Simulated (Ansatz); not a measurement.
Structure types of Sc were relaxed at one common pressure (all-electron LAPW in Ansatz 0.2.0 under PBEsol, scalar-relativistic, no spin polarisation, zero temperature). They take these volumes:

```csv
type,space group,V (Å³/atom)
fcc,Fm-3m,14.25
bcc,Im-3m,14.33
hcp,P6_3/mmc,14.40
simple hexagonal,P6/mmm,13.85
diamond,Fd-3m,13.08
sc,Pm-3m,13.47
```

At about which pressure, and is the densest type also the lowest in enthalpy?

58 GPa. The densest is diamond, and it is 1459 meV/atom above fcc: its gain in pV doesn't pay for its higher energy here.
